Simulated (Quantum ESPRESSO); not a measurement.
**Band energies of Mg2Si**

```
CELL_PARAMETERS angstrom
      0.00000     3.12956     3.12956
      3.12956     0.00000     3.12956
      3.12956     3.12956     0.00000
ATOMIC_POSITIONS crystal
  Mg 0.25000 0.25000 0.25000
  Mg 0.75000 0.75000 0.75000
  Si 0.00000 0.00000 0.00000
```

LDA (pw.x of Quantum ESPRESSO, ONCV potentials, scalar-relativistic); path ΓXWKΓLUWLK,UX; energies in eV from the valence-band maximum.

| k (1/Å) | point | band 8 | band 9 | band 10 | band 11 | band 12 | band 13 | band 14 | band 15 |
|---|---|---|---|---|---|---|---|---|---|
| 0.00 | Γ | -42.65 | -9.32 | 0.00 | 0.00 | 0.00 | 1.97 | 2.57 | 2.57 |
| 0.45 |  | -42.65 | -8.72 | -2.14 | -1.14 | -1.14 | 1.38 | 2.10 | 4.51 |
| 1.00 | X | -42.64 | -7.22 | -4.58 | -2.01 | -2.01 | 0.12 | 0.37 | 8.08 |
| 1.51 | W | -42.64 | -7.17 | -3.72 | -3.72 | -2.77 | 2.67 | 3.62 | 3.62 |
| 1.62 |  | -42.64 | -7.19 | -3.96 | -3.55 | -2.55 | 2.06 | 3.15 | 4.41 |
| 1.86 | K | -42.64 | -7.24 | -4.14 | -3.57 | -1.68 | 0.64 | 3.01 | 5.94 |
| 2.18 |  | -42.65 | -7.85 | -3.79 | -3.05 | -0.93 | 1.66 | 4.33 | 4.35 |
| 2.71 |  | -42.65 | -9.18 | -1.02 | -0.47 | -0.03 | 2.37 | 2.68 | 2.72 |
| 2.93 | Γ | -42.65 | -9.32 | 0.00 | 0.00 | 0.00 | 1.97 | 2.57 | 2.57 |
| 3.25 |  | -42.65 | -9.00 | -2.04 | -0.31 | -0.31 | 1.90 | 3.03 | 3.03 |
| 3.69 |  | -42.65 | -7.92 | -4.75 | -0.71 | -0.71 | 1.32 | 2.59 | 2.59 |
| 3.79 | L | -42.66 | -7.81 | -4.93 | -0.72 | -0.72 | 1.30 | 2.54 | 2.54 |
| 4.20 |  | -42.65 | -7.46 | -4.40 | -3.00 | -1.37 | 1.09 | 4.01 | 4.33 |
| 4.41 | U | -42.64 | -7.24 | -4.14 | -3.57 | -1.68 | 0.64 | 3.01 | 5.94 |
| 4.76 | W | -42.64 | -7.17 | -3.72 | -3.72 | -2.77 | 2.67 | 3.62 | 3.62 |
| 5.21 |  | -42.65 | -7.65 | -4.70 | -2.03 | -1.19 | 2.16 | 2.17 | 3.73 |
| 5.47 | L | -42.66 | -7.81 | -4.93 | -0.72 | -0.72 | 1.30 | 2.54 | 2.54 |
| 5.65 |  | -42.65 | -7.74 | -4.83 | -1.47 | -0.90 | 1.73 | 2.52 | 2.93 |
| 6.09 | K | -42.64 | -7.24 | -4.14 | -3.57 | -1.68 | 0.64 | 3.01 | 5.94 |
| 6.09 | U | -42.64 | -7.24 | -4.14 | -3.57 | -1.68 | 0.64 | 3.01 | 5.94 |
| 6.44 | X | -42.64 | -7.22 | -4.58 | -2.01 | -2.01 | 0.12 | 0.37 | 8.08 |

The LDA gap is indirect, 0.12 eV, from Γ to X; the smallest direct gap is 1.97 eV.

Geometry relaxed with LDA.
